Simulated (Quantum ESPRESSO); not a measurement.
# TaHfWO7F: finding a planted mistake in a log

A calculation, not a measurement. The program is pw.x of Quantum ESPRESSO 7.5 (plane-wave density functional theory). The cell is made up: 11 atoms on a rutile lattice with one site empty, with randomly drawn elements, strain and displacements, not relaxed. PseudoDojo standard norm-conserving files (v0.5 for PBE, v0.4.1 for LDA and PBEsol) set the functional; there is no spin polarisation, spin-orbit coupling or dispersion term, and the masses in the input are unused placeholders.

The hafnium pseudopotential is less sure than the others, with forces about 3 percent (worst 6) and pressure in oxides about 1.5 GPa (worst 2.7) from a second method in checks, which no rerun with the same files tests.

Intended input:

```
&control calculation='scf', pseudo_dir='./dojo.nc.sr.pbe.v0_5.standard.upf', outdir='./o', disk_io='medium', tprnfor=.true., tstress=.true. /
&system ibrav=0, nat=11, ntyp=5, nbnd=50, ecutwfc=84.00895049, nosym=.true., tot_charge=0,
 occupations='smearing', smearing='fd', degauss=0.0018374661
/
&electrons conv_thr=7.350e-09, electron_maxstep=60, /
ATOMIC_SPECIES
F 1.0 F.upf
Hf 1.0 Hf.upf
O 1.0 O.upf
Ta 1.0 Ta.upf
W 1.0 W.upf
CELL_PARAMETERS angstrom
4.9175 0.0293 -0.0146
0.0293 5.017 -0.0397
-0.0194 -0.0526 6.5072
ATOMIC_POSITIONS angstrom
Ta 0.0199 0.0012 0.0175
Hf 2.3898 2.5269 1.6104
W 2.4344 2.4924 4.8956
O 1.5118 1.6061 -0.0412
F 3.4085 3.4824 -0.0546
O 3.935 1.0028 1.5536
O 0.9691 4.0792 1.6255
O 1.4745 1.5075 3.1917
O 3.4157 3.49 3.2095
O 3.9179 0.915 4.9011
O 0.9735 4.0039 4.7926
K_POINTS automatic
5 4 4 1 1 1
```

The log is shortened where brackets say so; the opening notice, blank lines, dates and the lines on written files are dropped, and the path of the files is cut. It prints rydbergs, bohrs and kilobars, and counts compression as positive stress. Where no state is partly filled, the Fermi energy that it prints is only some level between the filled and the empty states on the mesh, and need not lie in the true gap.

Log of the intended run:

```
     Program PWSCF v.7.5
     Parallel version (MPI & OpenMP), running on       1 processor cores
     Number of MPI processes:                 1
     Threads/MPI process:                     1
     [start-up lines left out]
     bravais-lattice index     =            0
     lattice parameter (alat)  =       9.2929  a.u.
     unit-cell volume          =    1083.2598 (a.u.)^3
     number of atoms/cell      =           11
     number of atomic types    =            5
     number of electrons       =        88.00
     number of Kohn-Sham states=           50
     kinetic-energy cutoff     =      84.0090  Ry
     charge density cutoff     =     336.0358  Ry
     scf convergence threshold =      7.3E-09
     mixing beta               =       0.7000
     number of iterations used =            8  plain     mixing
     Exchange-correlation= PBE
                           (   1   4   3   4   0   0   0)
     [axes and pseudopotential details left out]
   Cartesian axes
     site n.     atom                  positions (alat units)
         1        Ta     tau(   1) = (   0.0040467   0.0002440   0.0035586  )
         2        Hf     tau(   2) = (   0.4859679   0.5138473   0.3274762  )
         3        W      tau(   3) = (   0.4950373   0.5068317   0.9955245  )
         4        O      tau(   4) = (   0.3074258   0.3266018  -0.0083781  )
         5        F      tau(   5) = (   0.6931214   0.7081490  -0.0111030  )
         6        O      tau(   6) = (   0.8001856   0.2039202   0.3159259  )
         7        O      tau(   7) = (   0.1970673   0.8295088   0.3305468  )
         8        O      tau(   8) = (   0.2998408   0.3065514   0.6490349  )
         9        O      tau(   9) = (   0.6945855   0.7096945   0.6526546  )
        10        O      tau(  10) = (   0.7967083   0.1860660   0.9966429  )
        11        O      tau(  11) = (   0.1979621   0.8141965   0.9745793  )
     number of k points=    40  Fermi-Dirac smearing, width (Ry)=  0.0018
                       cart. coord. in units 2pi/alat
        k(    1) = (   0.0995554   0.1226999   0.0957534), wk =   0.0500000
        k(    2) = (   0.1001075   0.1241918   0.2846966), wk =   0.0500000
     [further k points left out]
     Dense  grid:   112681 G-vectors     FFT dimensions: (  60,  60,  72)
     Estimated max dynamical RAM per process >     193.39 MB
     Initial potential from superposition of free atoms
     starting charge      87.9967, renormalised to      88.0000
     Starting wfcs are   62 randomized atomic wfcs
     total cpu time spent up to now is       27.5 secs
     per-process dynamical memory:   117.0 Mb
     Self-consistent Calculation
     iteration #  1     ecut=    84.01 Ry     beta= 0.70
     Davidson diagonalization with overlap
     ethr =  1.00E-02,  avg # of iterations =  2.0
     total cpu time spent up to now is       87.2 secs
     total energy              =    -671.62430683 Ry
     estimated scf accuracy    <       7.10149367 Ry
     iteration #  2     ecut=    84.01 Ry     beta= 0.70
     Davidson diagonalization with overlap
     ethr =  8.07E-03,  avg # of iterations =  6.6
     total cpu time spent up to now is      202.2 secs
     total energy              =    -665.79151355 Ry
     estimated scf accuracy    <      92.11924402 Ry
     [iterations 3 to 19 left out]
     iteration # 20     ecut=    84.01 Ry     beta= 0.70
     Davidson diagonalization with overlap
     ethr =  4.54E-11,  avg # of iterations =  2.0
     total cpu time spent up to now is     1303.7 secs
     total energy              =    -675.90824305 Ry
     estimated scf accuracy    <       0.00000001 Ry
     iteration # 21     ecut=    84.01 Ry     beta= 0.70
     Davidson diagonalization with overlap
     ethr =  1.24E-11,  avg # of iterations =  2.0
     total cpu time spent up to now is     1359.2 secs
     End of self-consistent calculation
     [lines on levels left out]
     the Fermi energy is     6.5316 ev
!    total energy              =    -675.90824305 Ry
     estimated scf accuracy    <          2.2E-09 Ry
     smearing contrib. (-TS)   =      -0.00000000 Ry
     internal energy E=F+TS    =    -675.90824305 Ry
     The total energy is F=E-TS. E is the sum of the following terms:
     one-electron contribution =    -261.50242916 Ry
     hartree contribution      =     165.09312931 Ry
     xc contribution           =    -159.09783512 Ry
     ewald contribution        =    -420.40110807 Ry
     convergence has been achieved in  21 iterations
     Forces acting on atoms (cartesian axes, Ry/au):
     atom    1 type  4   force =     0.03752536    0.10265097    0.09882495
     atom    2 type  2   force =    -0.01787599   -0.03130116    0.23460888
     atom    3 type  5   force =    -0.07348488   -0.06540423   -0.41527634
     atom    4 type  3   force =    -0.01414410   -0.01791023   -0.07268172
     atom    5 type  1   force =     0.03825960    0.03314121   -0.00873649
     atom    6 type  3   force =     0.01918104   -0.01936020   -0.16150877
     atom    7 type  3   force =    -0.01004860    0.00215151   -0.16902191
     atom    8 type  3   force =     0.09783208    0.10498693    0.12017055
     atom    9 type  3   force =    -0.09154566   -0.10266859    0.12160936
     atom   10 type  3   force =    -0.06327791    0.07646826    0.11678750
     atom   11 type  3   force =     0.07757905   -0.08275449    0.13522398
     Total force =     0.668966     Total SCF correction =     0.000131
     Computing stress (Cartesian axis) and pressure
          total   stress  (Ry/bohr**3)                   (kbar)     P=     -244.36
  -0.00125906   0.00066692   0.00009817         -185.21       98.11       14.44
   0.00066692  -0.00146868   0.00015888           98.11     -216.05       23.37
   0.00009817   0.00015888  -0.00225570           14.44       23.37     -331.83
     init_run     :     26.03s CPU     27.27s WALL (       1 calls)
     electrons    :   1290.69s CPU   1331.70s WALL (       1 calls)
     forces       :     10.62s CPU     10.75s WALL (       1 calls)
     stress       :     39.18s CPU     40.77s WALL (       1 calls)
     [timing details left out]
     PWSCF        :  22m46.91s CPU  23m31.30s WALL
     JOB DONE.
```

A second run was made from an input with one planted mistake. Its log:

```
     Program PWSCF v.7.5
     Parallel version (MPI & OpenMP), running on       4 processor cores
     Number of MPI processes:                 4
     Threads/MPI process:                     1
     [start-up lines left out]
     bravais-lattice index     =            0
     lattice parameter (alat)  =       9.2929  a.u.
     unit-cell volume          =    1083.2598 (a.u.)^3
     number of atoms/cell      =           11
     number of atomic types    =            5
     number of electrons       =        88.00
     number of Kohn-Sham states=           50
     kinetic-energy cutoff     =      49.2441  Ry
     charge density cutoff     =     196.9764  Ry
     scf convergence threshold =      7.3E-09
     mixing beta               =       0.7000
     number of iterations used =            8  plain     mixing
     Exchange-correlation= PBE
                           (   1   4   3   4   0   0   0)
     [axes and pseudopotential details left out]
   Cartesian axes
     site n.     atom                  positions (alat units)
         1        Ta     tau(   1) = (   0.0040467   0.0002440   0.0035586  )
         2        Hf     tau(   2) = (   0.4859679   0.5138473   0.3274762  )
         3        W      tau(   3) = (   0.4950373   0.5068317   0.9955245  )
         4        O      tau(   4) = (   0.3074258   0.3266018  -0.0083781  )
         5        F      tau(   5) = (   0.6931214   0.7081490  -0.0111030  )
         6        O      tau(   6) = (   0.8001856   0.2039202   0.3159259  )
         7        O      tau(   7) = (   0.1970673   0.8295088   0.3305468  )
         8        O      tau(   8) = (   0.2998408   0.3065514   0.6490349  )
         9        O      tau(   9) = (   0.6945855   0.7096945   0.6526546  )
        10        O      tau(  10) = (   0.7967083   0.1860660   0.9966429  )
        11        O      tau(  11) = (   0.1979621   0.8141965   0.9745793  )
     number of k points=    40  Fermi-Dirac smearing, width (Ry)=  0.0018
                       cart. coord. in units 2pi/alat
        k(    1) = (   0.0995554   0.1226999   0.0957534), wk =   0.0500000
        k(    2) = (   0.1001075   0.1241918   0.2846966), wk =   0.0500000
     [further k points left out]
     Dense  grid:    50561 G-vectors     FFT dimensions: (  45,  45,  60)
     Estimated max dynamical RAM per process >     141.30 MB
     Estimated total dynamical RAM >     528.18 MB
     Check: negative core charge=   -0.000149
     Initial potential from superposition of free atoms
     starting charge      87.9967, renormalised to      88.0000
     Starting wfcs are   62 randomized atomic wfcs
     total cpu time spent up to now is        4.1 secs
     per-process dynamical memory:   106.9 Mb
     Self-consistent Calculation
     iteration #  1     ecut=    49.24 Ry     beta= 0.70
     Davidson diagonalization with overlap
     ethr =  1.00E-02,  avg # of iterations =  2.0
     total cpu time spent up to now is       10.1 secs
     total energy              =    -671.54570142 Ry
     estimated scf accuracy    <       6.54169605 Ry
     iteration #  2     ecut=    49.24 Ry     beta= 0.70
     Davidson diagonalization with overlap
     ethr =  7.43E-03,  avg # of iterations =  6.5
     total cpu time spent up to now is       19.9 secs
     total energy              =    -665.65111502 Ry
     estimated scf accuracy    <      89.80314050 Ry
     [iterations 3 to 19 left out]
     iteration # 20     ecut=    49.24 Ry     beta= 0.70
     Davidson diagonalization with overlap
     ethr =  5.28E-11,  avg # of iterations =  2.4
     total cpu time spent up to now is      143.5 secs
     total energy              =    -675.46133944 Ry
     estimated scf accuracy    <       0.00000002 Ry
     iteration # 21     ecut=    49.24 Ry     beta= 0.70
     Davidson diagonalization with overlap
     ethr =  1.76E-11,  avg # of iterations =  2.7
     total cpu time spent up to now is      149.6 secs
     End of self-consistent calculation
     [lines on levels left out]
     the Fermi energy is     6.5491 ev
!    total energy              =    -675.46133944 Ry
     estimated scf accuracy    <          4.1E-09 Ry
     smearing contrib. (-TS)   =      -0.00000000 Ry
     internal energy E=F+TS    =    -675.46133944 Ry
     The total energy is F=E-TS. E is the sum of the following terms:
     one-electron contribution =    -260.63010363 Ry
     hartree contribution      =     164.50705458 Ry
     xc contribution           =    -158.93718232 Ry
     ewald contribution        =    -420.40110808 Ry
     convergence has been achieved in  21 iterations
     Forces acting on atoms (cartesian axes, Ry/au):
     atom    1 type  4   force =     0.03748813    0.10270732    0.09926990
     atom    2 type  2   force =    -0.01800652   -0.03116868    0.23488673
     atom    3 type  5   force =    -0.07396942   -0.06453013   -0.41219600
     atom    4 type  3   force =    -0.01128440   -0.01603073   -0.07349216
     atom    5 type  1   force =     0.03641820    0.03092364   -0.01017343
     atom    6 type  3   force =     0.02140872   -0.02054542   -0.16273797
     atom    7 type  3   force =    -0.01212584    0.00351261   -0.16782240
     atom    8 type  3   force =     0.09888353    0.10565962    0.11921627
     atom    9 type  3   force =    -0.09262912   -0.10356058    0.12116445
     atom   10 type  3   force =    -0.06128116    0.07497448    0.11677475
     atom   11 type  3   force =     0.07509788   -0.08194215    0.13510985
     Total force =     0.666662     Total SCF correction =     0.000148
     Computing stress (Cartesian axis) and pressure
          total   stress  (Ry/bohr**3)                   (kbar)     P=     -534.93
  -0.00323381   0.00070091   0.00010430         -475.71      103.11       15.34
   0.00070091  -0.00344397   0.00016419          103.11     -506.63       24.15
   0.00010430   0.00016419  -0.00423129           15.34       24.15     -622.44
     init_run     :      3.75s CPU      3.87s WALL (       1 calls)
     electrons    :    144.83s CPU    145.51s WALL (       1 calls)
     forces       :      1.09s CPU      1.11s WALL (       1 calls)
     stress       :      3.91s CPU      3.91s WALL (       1 calls)
     [timing details left out]
     PWSCF        :   2m33.84s CPU   2m34.73s WALL
     JOB DONE.
```

Question: what was wrong in the second input?

Answer: the plane-wave cutoff is too low. The input lines that differ, file-writing options aside:

```
- &system ibrav=0, nat=11, ntyp=5, nbnd=50, ecutwfc=84.00895049, nosym=.true., tot_charge=0,
+ &system ibrav=0, nat=11, ntyp=5, nbnd=50, ecutwfc=49.24409172, nosym=.true., tot_charge=0,
```

|  | intended run | run with the mistake |
| --- | --- | --- |
| free energy (eV) | -9196.200 | -9190.120 |
| smearing term -TS (eV) | 0.0000 | 0.0000 |
| pressure (GPa) | -24.44 | -53.49 |
| largest force component (eV/Å) | 10.677 | 10.598 |
| largest change of a force component (eV/Å) |  | 0.079 |
| iterations | 21 | 21 |

For scale, a rerun of the intended cell at a cutoff of 1437 eV and k mesh 7 x 6 x 6 moved values by no more than 0.005 eV in energy, 0.03 GPa in stress and 0.003 eV/Å in force.